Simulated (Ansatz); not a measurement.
SiO₂:
```yaml
crystal:
  lattice:
    - [4.94828, 0.00000, 0.00000]
    - [-2.47414, 4.28534, 0.00000]
    - [0.00000, 0.00000, 5.44127]
  atoms:
    - { symbol: Si, position: [0.00000, 0.47027, 0.33333] }
    - { symbol: Si, position: [0.52973, 0.52973, 0.00000] }
    - { symbol: Si, position: [0.47027, 0.00000, 0.66667] }
    - { symbol: O, position: [0.14537, 0.73288, 0.54797] }
    - { symbol: O, position: [0.26712, 0.41249, 0.21464] }
    - { symbol: O, position: [0.58751, 0.85463, 0.88130] }
    - { symbol: O, position: [0.73288, 0.14537, 0.45203] }
    - { symbol: O, position: [0.41249, 0.26712, 0.78536] }
    - { symbol: O, position: [0.85463, 0.58751, 0.11870] }
```

Relaxed with PBEsol. Special points in fractions of this cell's reciprocal vectors: Γ (0.000, 0.000, 0.000); M (0.500, 0.000, 0.000); K (0.333, 0.333, 0.000); A (0.000, 0.000, 0.500); L (0.500, 0.000, 0.500); H (0.333, 0.333, 0.500).

Question: List the band energies nearest the valence-band maximum at these points for DFT-PBEsol in the program Ansatz with PAW potentials.

Answer: In eV from the valence-band maximum; about four levels below and three above (degenerate sets whole), none deeper than 8.9 eV; points with the same levels are listed once.

```csv
k,below,above
Γ,-1.00 -1.00 -0.69 -0.31 -0.31,5.72 9.06 9.06
M,-1.01 -0.76 -0.27 -0.04,7.95 8.72 9.41
K,-1.20 -1.20 -0.43 -0.43 0.00,8.62 8.62 9.15
A,-1.21 -0.22 -0.22 -0.09,7.67 7.67 8.81
L,-0.87 -0.84 -0.59 -0.18,8.55 9.08 9.40
H,-0.92 -0.92 -0.76 -0.57 -0.57,8.62 9.51 9.51
```

Space group P3_221. The PBEsol relaxation kept the symmetry of its start.

Potentials: the earlier of the program's two PAW sets. The files were generated under PBE; for other functionals the program regenerates the frozen cores, and for LDA and PBEsol the local potential too.
